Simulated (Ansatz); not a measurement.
A plane-wave DFT run in Ansatz 0.2.0 (scalar-relativistic PAW potentials unless the input names others): input and command.

```yaml
crystal:
  lattice:
    - [3.999754736, 0.0, 0.0]
    - [0.0, 3.999754736, 0.0]
    - [0.0, 0.0, 6.1860318987]
  atoms:
    - { symbol: Os, position: [0.0, 0.0, 0.1725030125] }
    - { symbol: Pt, position: [0.5, 0.5, 0.5951269144] }
    - { symbol: S, position: [0.5, 0.5, 0.9571342501] }
    - { symbol: S, position: [0.0, 0.5, 0.3676179115] }
    - { symbol: S, position: [0.5, 0.0, 0.3676179115] }
basis:
  ecutwfc: 420
kpoints:
  mp_grid: { grid: [10, 9, 7] }
hamiltonian:
  xc: pbe
scf:
  occupations: { method: gaussian, width: 0.1 }
  max_iter: 50
output:
  forces: true
  eigenvalues: true
  stress: true
```

```bash
ansatz run input.yaml --threads 1 --pin off --max-ram 2560MiB --backend cpu --events-out ev --progress --plain --runs-dir out
```

Abridged log:
```
Warning: crystal.symmetry: narrowed to the stabiliser of the k-point mesh — unitary ops 8 → 4; excluded 4 operations that carry a point of the 10×9×7 mesh (shift [0, 0, 0]) off the mesh (the run samples exactly the mesh kpoints.mp_grid names, as under crystal.symmetry.detect: false, and its converged state has the mesh's symmetry, not the crystal's; ε∞, the Born charges and the force constants of a linear response (`dielectric:` by the response, `phonons.method: dfpt`) are averaged over those of the crystal's operations that the state keeps within a tolerance, where `mesh_tensors`, `unaveraged ...
Pseudopotentials: kind: paw
Pseudopotential: Os, paw, valence charge 16, recommended cutoff 420 eV (normal)
Pseudopotential: Pt, paw, valence charge 18, recommended cutoff 420 eV (normal)
Pseudopotential: S, paw, valence charge 6, recommended cutoff 420 eV (normal)
Functional definition: PBE
Crystal: 5 atoms, lattice volume = 98.964 Å³
Basis set: ecut = 420 eV, 1941 PW (Γ), exchange–correlation on 54×54×90 points (8 copies of the dense FFT grid, shifted against one another)
Bands: 32, of which v1, the nominal top of the filled ones, is band 26 counted from 1 (25 counted from 0)
Symmetry: 4 space group operations
k-points: 120 of 630 (time reversal used)
Initial density: superposition of atomic densities (neutral atoms: chi_scale 0, normalization atom), corrected by the library's trained network
Initial wavefunctions: pseudopotential atomic-orbital guess
Functional: x = pbe(κ = 0.804, μ = 0.21951497), c = pbe(β = 0.06672455)
SCF iter   1: F=—  HF=-26611.284589 eV  |F-HF|=—  |Δ(HF+E_count)|=         —  Δρ=8.16e-3  dr2=4.37e-2  ethr=1.77e-3  ⟨swp⟩=6.1  Hψ=16325  notcnv=0
SCF iter   2: F=—  HF=-26611.281032 eV  |F-HF|=—  |Δ(HF+E_count)|=   3.56e-3  Δρ=3.39e-3  dr2=1.08e-2  ethr=8.40e-5  ⟨swp⟩=2.0  Hψ=8069  notcnv=0  defer=31
SCF iter   3: F=—  HF=-26611.278146 eV  |F-HF|=—  |Δ(HF+E_count)|=   2.89e-3  Δρ=5.97e-4  dr2=5.92e-4  ethr=2.08e-5  ⟨swp⟩=2.0  Hψ=6203  notcnv=0  defer=31
SCF iter   4: F=—  HF=-26611.278067 eV  |F-HF|=—  |Δ(HF+E_count)|=   7.91e-5  Δρ=1.39e-4  dr2=1.91e-5  ethr=1.14e-6  ⟨swp⟩=2.0  Hψ=5516  notcnv=0  defer=31
SCF iter   5: F=—  HF=-26611.277984 eV  |F-HF|=—  |Δ(HF+E_count)|=   8.27e-5  Δρ=3.44e-5  dr2=1.87e-6  ethr=3.67e-8  ⟨swp⟩=2.0  Hψ=5904  notcnv=0  defer=31
SCF iter   6: F=-26611.277984 eV  HF=-26611.277984 eV  |F-HF|=3.26e-9  |Δ(HF+E_count)|=   4.23e-7  Δρ=9.93e-6  dr2=9.79e-8  ethr=1.92e-10  ⟨swp⟩=7.3  Hψ=18743  notcnv=0
SCF 1 converged in 6 iterations: F = -26611.277984 eV  dr2 = 9.79e-8
SCF converged after 6 iterations
Free energy (F): -26611.277984 eV
Harris-Foulkes:  -26611.277984 eV  (|F-HF|=3.26e-9)
Internal energy: -26611.263745 eV  (E = F + TS)
E sigma→0 (E₀):  -26611.270865 eV
Entropy (-TS):   -0.014239 eV (-2.848 meV/atom)
Fermi energy:    10.898127 eV
--- Forces (eV/Å), atoms counted from 1 ---
  atom   1  Os     0.00000000     0.00000000    -0.01310773
  atom   2  Pt     0.00000000     0.00000000    -0.00499092
  atom   3  S      0.00000000     0.00000000    -0.00538948
  atom   4  S      0.00000000     0.00000000     0.00683063
  atom   5  S      0.00000000     0.00000000     0.01686212
--- Stress (GPa, compression-positive) ---
       -0.063057       0.000000       0.000000
        0.000000       0.083283       0.000000
        0.000000       0.000000       0.042550
  P = ⅓ Tr σ = 0.0209 GPa (0.209 kbar)
```

One setting here is unusual or wrong in general: a mesh that breaks the symmetry (kpoints.mp_grid.grid: [10, 10, 6] → [10, 9, 7]). For this cell it did little harm to the result: the run converged in 6 SCF iterations with an energy at zero smearing 0.35 meV/atom above the reference's, pressure 0.02 GPa, largest force 0.017 eV/Å, no gap on the mesh. The program drops the symmetry operations that the mesh breaks, which leaves more k-points to solve, 120 here. The stress tensor, though, breaks the crystal's symmetry by up to 0.07 GPa, which comes from the mesh. A reference run on usual settings, whose relaxation ended at this geometry, converged, and the end of its own relaxation has pressure 0.00 GPa, largest force 0.000 eV/Å, no gap on the mesh.

It took 32 s on 1 thread of Arm Neoverse V2 (shared host), peak memory 0.52 GiB.